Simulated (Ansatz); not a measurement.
YN (rock salt): values from a third-order Birch-Murnaghan fit to a volume scan beside measured ones. Computed values: PBEsol (plane waves to 420 eV, PAW, scalar-relativistic; Ansatz, a program for electronic structure). YN is run without spin polarisation. YN was relaxed with its symmetry unable to fall.

| quantity | reference | kind | PBEsol | difference |
|---|---|---|---|---|
| Lattice constant a (Å) | 4.877 | measured, room temperature or unstated | 4.856 | -0.4 % |

References as given in: G. Soto, M.G. Moreno-Armenta, A. Reyes-Serrato, Computational Materials Science (2007), arXiv:cond-mat/0703568. Values not taken to low temperature hold thermal and zero-point shifts that a static calculation lacks, so small differences there are no errors of the method.

(Under strain, the slope of the energy per volume gives the stress and its curvature an elastic modulus.)
